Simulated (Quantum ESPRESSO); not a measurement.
Mo4OsIn2Pd, input and log of a self-consistent run

Computed values, not a measurement. The program is pw.x of Quantum ESPRESSO 7.5 (plane-wave density functional theory). The cell is made up: eight metal atoms on a face-centred cubic lattice, with elements, volume, strain and displacements drawn at random and not relaxed, so it may be unstable or far from any real phase. PseudoDojo standard norm-conserving files set the functional (PBE unless stated); there is no spin polarisation or spin-orbit coupling, the Fermi-Dirac width of 0.25 eV means electrons at about 2900 K, and the masses in the input are unused placeholders. Heavy elements are run without spin-orbit coupling, which real alloys of them have. A spin test at this wide smearing found no moment, but such smearing suppresses magnetism that the real alloy may have.

Input:

```
&control calculation='scf', pseudo_dir='./dojo.nc.sr.pbe.v0_5.standard.upf', outdir='./o', disk_io='minimal', tprnfor=.true., tstress=.true. /
&system ibrav=0, nat=8, ntyp=4, nbnd=74, ecutwfc=82.02448710, nosym=.true., tot_charge=0,
 occupations='smearing', smearing='fd', degauss=0.0183746611
/
&electrons conv_thr=1.470e-08, electron_maxstep=70, mixing_beta=0.5 /
ATOMIC_SPECIES
In 1.0 In.upf
Mo 1.0 Mo.upf
Os 1.0 Os.upf
Pd 1.0 Pd.upf
CELL_PARAMETERS angstrom
0.0 -2.0928 -2.0928
-6.2784 -2.0928 0.0
-2.0928 4.1856 -6.2784
ATOMIC_POSITIONS angstrom
Mo 0.0136 -0.0035 -0.0035
Mo -2.0303 2.1084 -4.2159
Os -2.1309 -0.0148 -2.0773
In -4.1421 2.0944 -6.2929
Mo -4.2031 -0.0124 -4.1773
In -4.1669 -2.0832 -2.1122
Pd -6.241 -0.0484 -6.286
Mo -6.2755 -2.0579 -4.224
K_POINTS automatic
8 4 3 1 1 1
```

The log is shortened where brackets say so; the opening notice, blank lines, dates and the lines on written files are dropped, and the path of the files is cut. It prints rydbergs, bohrs and kilobars, and counts compression as positive stress. Its total energy is the free energy E - TS of the whole cell.

```
     Program PWSCF v.7.5
     Parallel version (MPI & OpenMP), running on       4 processor cores
     Number of MPI processes:                 4
     Threads/MPI process:                     1
     [start-up lines left out]
     bravais-lattice index     =            0
     lattice parameter (alat)  =       5.5930  a.u.
     unit-cell volume          =     989.6913 (a.u.)^3
     number of atoms/cell      =            8
     number of atomic types    =            4
     number of electrons       =       116.00
     number of Kohn-Sham states=           74
     kinetic-energy cutoff     =      82.0245  Ry
     charge density cutoff     =     328.0979  Ry
     scf convergence threshold =      1.5E-08
     mixing beta               =       0.5000
     number of iterations used =            8  plain     mixing
     Exchange-correlation= PBE
                           (   1   4   3   4   0   0   0)
     [axes and pseudopotential details left out]
   Cartesian axes
     site n.     atom                  positions (alat units)
         1        Mo     tau(   1) = (   0.0045951  -0.0011826  -0.0011826  )
         2        Mo     tau(   2) = (  -0.6859895   0.7123776  -1.4244512  )
         3        Os     tau(   3) = (  -0.7199799  -0.0050006  -0.7018697  )
         4        In     tau(   4) = (  -1.3995160   0.7076474  -2.1262195  )
         5        Mo     tau(   5) = (  -1.4201264  -0.0041897  -1.4114092  )
         6        In     tau(   6) = (  -1.4078953  -0.7038632  -0.7136616  )
         7        Pd     tau(   7) = (  -2.1086838  -0.0163532  -2.1238882  )
         8        Mo     tau(   8) = (  -2.1203405  -0.6953149  -1.4271880  )
     number of k points=    48  Fermi-Dirac smearing, width (Ry)=  0.0184
                       cart. coord. in units 2pi/alat
        k(    1) = (  -0.0534013  -0.0165728  -0.0718155), wk =   0.0416667
        k(    2) = (   0.0055243  -0.1933495   0.1049612), wk =   0.0416667
     [further k points left out]
     Dense  grid:    99329 G-vectors     FFT dimensions: (  36,  75,  90)
     Estimated max dynamical RAM per process >     350.46 MB
     Estimated total dynamical RAM >       1.30 GB
     Initial potential from superposition of free atoms
     starting charge     115.9861, renormalised to     116.0000
     Starting wfcs are   77 randomized atomic wfcs
     total cpu time spent up to now is        5.0 secs
     per-process dynamical memory:   270.2 Mb
     Self-consistent Calculation
     iteration #  1     ecut=    82.02 Ry     beta= 0.50
     Davidson diagonalization with overlap
     ethr =  1.00E-02,  avg # of iterations =  5.2
     total cpu time spent up to now is       17.8 secs
     total energy              =   -1294.55446271 Ry
     estimated scf accuracy    <      10.31449203 Ry
     iteration #  2     ecut=    82.02 Ry     beta= 0.50
     Davidson diagonalization with overlap
     ethr =  8.89E-03,  avg # of iterations =  3.1
     total cpu time spent up to now is       32.1 secs
     total energy              =   -1294.09963877 Ry
     estimated scf accuracy    <     105.20419600 Ry
     iteration #  3     ecut=    82.02 Ry     beta= 0.50
     Davidson diagonalization with overlap
     ethr =  8.89E-03,  avg # of iterations =  5.2
     total cpu time spent up to now is       48.4 secs
     total energy              =   -1299.90035735 Ry
     estimated scf accuracy    <      21.06664885 Ry
     iteration #  4     ecut=    82.02 Ry     beta= 0.50
     Davidson diagonalization with overlap
     ethr =  8.89E-03,  avg # of iterations =  2.0
     total cpu time spent up to now is       58.7 secs
     total energy              =   -1301.00673193 Ry
     estimated scf accuracy    <       7.37663482 Ry
     iteration #  5     ecut=    82.02 Ry     beta= 0.50
     Davidson diagonalization with overlap
     ethr =  6.36E-03,  avg # of iterations =  1.0
     total cpu time spent up to now is       68.5 secs
     total energy              =   -1301.12167846 Ry
     estimated scf accuracy    <       5.81696292 Ry
     [iterations 6 to 17 left out]
     iteration # 18     ecut=    82.02 Ry     beta= 0.50
     Davidson diagonalization with overlap
     ethr =  9.28E-10,  avg # of iterations =  1.0
     total cpu time spent up to now is      207.0 secs
     total energy              =   -1301.20222492 Ry
     estimated scf accuracy    <       0.00000012 Ry
     iteration # 19     ecut=    82.02 Ry     beta= 0.50
     Davidson diagonalization with overlap
     ethr =  1.04E-10,  avg # of iterations =  1.9
     total cpu time spent up to now is      217.6 secs
     total energy              =   -1301.20222493 Ry
     estimated scf accuracy    <       0.00000004 Ry
     iteration # 20     ecut=    82.02 Ry     beta= 0.50
     Davidson diagonalization with overlap
     ethr =  3.68E-11,  avg # of iterations =  1.2
     total cpu time spent up to now is      227.6 secs
     total energy              =   -1301.20222493 Ry
     estimated scf accuracy    <       0.00000003 Ry
     iteration # 21     ecut=    82.02 Ry     beta= 0.50
     Davidson diagonalization with overlap
     ethr =  2.54E-11,  avg # of iterations =  1.0
     total cpu time spent up to now is      237.4 secs
     total energy              =   -1301.20222493 Ry
     estimated scf accuracy    <       0.00000002 Ry
     iteration # 22     ecut=    82.02 Ry     beta= 0.50
     Davidson diagonalization with overlap
     ethr =  1.75E-11,  avg # of iterations =  1.0
     total cpu time spent up to now is      247.1 secs
     End of self-consistent calculation
     [lines on levels left out]
!    total energy              =   -1301.20222493 Ry
     estimated scf accuracy    <          8.0E-10 Ry
     smearing contrib. (-TS)   =      -0.13178878 Ry
     internal energy E=F+TS    =   -1301.07043616 Ry
     The total energy is F=E-TS. E is the sum of the following terms:
     one-electron contribution =    -299.28043000 Ry
     hartree contribution      =     221.89537242 Ry
     xc contribution           =    -245.64134934 Ry
     ewald contribution        =    -978.04402923 Ry
     convergence has been achieved in  22 iterations
     Forces acting on atoms (cartesian axes, Ry/au):
     atom    1 type  2   force =    -0.01739563    0.01345882   -0.01416186
     atom    2 type  2   force =     0.02207413   -0.02687585    0.02557658
     atom    3 type  3   force =     0.04060423    0.03520547   -0.03705266
     atom    4 type  1   force =     0.01636898   -0.01929943    0.01902527
     atom    5 type  2   force =     0.03633611   -0.01016169    0.00895312
     atom    6 type  1   force =    -0.02729334    0.00842787   -0.00790632
     atom    7 type  4   force =    -0.01138227    0.00107848    0.00367963
     atom    8 type  2   force =    -0.05931221   -0.00183367    0.00188623
     Total force =     0.117740     Total SCF correction =     0.000176
     Computing stress (Cartesian axis) and pressure
          total   stress  (Ry/bohr**3)                   (kbar)     P=     -142.02
  -0.00093769  -0.00009287   0.00009804         -137.94      -13.66       14.42
  -0.00009287  -0.00097997   0.00007912          -13.66     -144.16       11.64
   0.00009804   0.00007912  -0.00097872           14.42       11.64     -143.97
     init_run     :      4.60s CPU      4.81s WALL (       1 calls)
     electrons    :    236.10s CPU    242.12s WALL (       1 calls)
     forces       :      1.74s CPU      1.78s WALL (       1 calls)
     stress       :      5.87s CPU      5.87s WALL (       1 calls)
     [timing details left out]
     PWSCF        :   4m 8.55s CPU   4m14.87s WALL
     JOB DONE.
```

In other units: free energy -17703.758 eV for the cell, pressure -14.20 GPa, largest force component 1.525 eV/Å in size. The run took 257 s of wall time with four MPI processes on a shared machine (Intel Xeon, 2023 or later, virtual cores), so the time is rough. A rerun of this cell at a higher cutoff and on a denser mesh moved values by no more than 0.008 eV in energy, 0.05 GPa in stress and 0.007 eV/Å in force, and a second program with other atomic files agreed on that cell to 2 % rms in force and 0.5 GPa in pressure.